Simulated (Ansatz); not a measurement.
System: GdN (rock salt type), 2 atoms in the cell.

Level of theory: PBE, plane waves, PAW datasets (earlier set, tuned by hand) (Ansatz 0.2.0 development build).

Cutoff 870 eV; k-mesh 8×8×8 Γ-centred; Fermi–Dirac smearing of 0.1 eV; no spin polarisation; no spin–orbit coupling.

```xyz
2
Lattice="0.0000 2.4900 2.4900 2.4900 0.0000 2.4900 2.4900 2.4900 0.0000" Properties=species:S:1:pos:R:3 pbc="T T T"
Gd    0.0000    0.0000    0.0000
N     2.4900    2.4900    2.4900
```

Task: What pressure does the calculation give?

Result: The pressure is -6.16 GPa, so at these settings the cell is stretched and would shrink.

Task: Metal or insulator on this mesh?

Result: No gap opens on the mesh: metallic.

The stress includes the program's correction for the finite plane-wave basis.

The k-mesh is modest, so these values aren't fully converged in k. The open f shell is treated without spin here, so this is a model state and not the ground state.
